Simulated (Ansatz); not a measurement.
Ansatz input

```yaml
crystal:
  lattice:
    - [0.0, 2.9882454715, 2.9882454715]
    - [2.9882454715, 0.0, 2.9882454715]
    - [2.9882454715, 2.9882454715, 0.0]
  atoms:
    - { symbol: Zr, position: [0.125, 0.125, 0.125] }
    - { symbol: Zr, position: [0.875, 0.875, 0.875] }
hamiltonian:
  xc: pbesol
  pseudopotentials:
    kind: paw
    azcp:
      Zr: "pseudopotentials/Zr.paw.azcp"
basis:
  ecutwfc: 420
  fft_grid_basis: typed
kpoints:
  mp_grid: { grid: [10, 10, 10], shift: [0, 0, 0] }
magnetization:
  spin_polarized: false
scf:
  occupations: { method: fermi_dirac, width: 0.1 }
  lower_state_search: "off"
output:
  stress: true
```

Terminal output

```
Warning: the record states the generating functional pbe (its physics header spells it `PBE`), which answers neither for hamiltonian.xc's functional nor for the pbesol family's — results may be inconsistent (PPs are generated against a specific XC)
Engine: ansatz 0.2.0, aarch64-unknown-linux-gnu
Pseudopotentials: kind: paw
Pseudopotential: Zr, paw, valence charge 12, recommended cutoff 420 eV (normal) 
Functional definition: PBEsol
  exchange = pbesol_x
  correlation = pbesol_c
Crystal: 2 atoms, lattice volume = 53.368 Å³
Basis set: ecut = 420 eV, 1037 PW (Γ)
Bands: 16, of which v1, the nominal top of the filled ones, is band 12 counted from 1 (11 counted from 0)
Symmetry: 48 space group operations
Space group: Fd-3m (ITA 227), of the structure as read, at distance tolerance 3.8e-5 Å
k-points: 47 of 1000
Non-local potential: Zr, projectors of the file, l = 0: 3, l = 1: 2, l = 2: 2, l = 3: 2
PAW form: soft (Blöchl's): semilocal exchange-correlation on the pseudo side does not see the compensation charge
PAW frozen core: Zr, regenerated for the run's functional, and the local potential with it (the file was generated under x = pbe(κ = 0.804, μ = 0.2195149727645171), c = pbe(β = 0.06672455060314922))
PAW one-centre angular grid: Zr, 590 points (default); XC on 64 Gauss nodes
Initial density: superposition of atomic densities (neutral atoms: chi_scale 0, normalization atom), corrected by the library's trained network
Initial wavefunctions: pseudopotential atomic-orbital guess
Functional: x = pbesol(κ = 0.804, μ = 0.12345679012345678), c = pbesol(β = 0.046)
SCF iter   1: F=—  HF=-8252.425327 eV  |F-HF|=—  |Δ(HF+E_count)|=         —  Δρ=9.84e-3  dr2=5.01e-2  ethr=1.77e-3  ⟨swp⟩=4.7  Hψ=3197  notcnv=0
SCF iter   2: F=—  HF=-8252.419283 eV  |F-HF|=—  |Δ(HF+E_count)|=   6.04e-3  Δρ=5.11e-3  dr2=1.45e-2  ethr=2.09e-4  ⟨swp⟩=1.0  Hψ=1128  notcnv=0
SCF iter   3: F=—  HF=-8252.416009 eV  |F-HF|=—  |Δ(HF+E_count)|=   3.27e-3  Δρ=5.88e-4  dr2=2.54e-4  ethr=6.02e-5  ⟨swp⟩=2.0  Hψ=966  notcnv=0
SCF iter   4: F=—  HF=-8252.415987 eV  |F-HF|=—  |Δ(HF+E_count)|=   2.16e-5  Δρ=1.30e-4  dr2=8.90e-6  ethr=1.06e-6  ⟨swp⟩=2.7  Hψ=1370  notcnv=0
SCF iter   5: F=—  HF=-8252.415990 eV  |F-HF|=—  |Δ(HF+E_count)|=   2.45e-6  Δρ=4.97e-5  dr2=1.80e-6  ethr=3.71e-8  ⟨swp⟩=1.0  Hψ=752  notcnv=0
SCF iter   6: F=-8252.415990 eV  HF=-8252.415990 eV  |F-HF|=6.26e-9  |Δ(HF+E_count)|=   1.39e-7  Δρ=7.93e-6  dr2=1.85e-8  ethr=4.17e-10  ⟨swp⟩=3.1  Hψ=2928  notcnv=0
SCF 1 converged in 6 iterations: F = -8252.415990 eV  dr2 = 1.85e-8
SCF converged after 6 iterations
Free energy (F): -8252.415990 eV
Harris-Foulkes:  -8252.415990 eV  (|F-HF|=6.26e-9)
Internal energy: -8252.275996 eV  (E = F + TS)
E sigma→0 (E₀):  -8252.345993 eV
Entropy (-TS):   -0.139993 eV (-69.997 meV/atom)
Fermi energy:    11.215049 eV
--- Per-component energies (eV) ---
  E_band       = -254.337448
  E_kinetic    = 672.474208
  E_local      = -1657.874776  (includes V_loc(G=0)·N_el)
  E_nonlocal   = 172.002599
  E_hartree    = 552.707799
  E_xc         = -320.033658
  E_vxc        = -379.816277  (∫ρ·V_xc dr)
  E_paw        = -5802.929197  (= ΣΔE_a)
  E_vpaw       = -166.535774  (= ΣTr[D̂ρ^β])
  E_aug_tail   = 0.000051  (compensation charges beyond the density's cutoff)
  E_ewald      = -1868.954463
  E_core_change = 0.331441  (= ΣΔE_core)
  E_smearing   = -0.139993  (= −TS)
  E_closure    = 0.000000  (closes the sum)
  Σ components = -8252.415990   (vs F -8252.415990, Δ=0.00e0)
--- Stress (GPa, compression-positive) ---
        3.494391      -0.000000      -0.000000
        0.000000       3.494391       0.000000
        0.000000      -0.000000       3.494391
  P = ⅓ Tr σ = 3.4944 GPa (34.944 kbar)
```
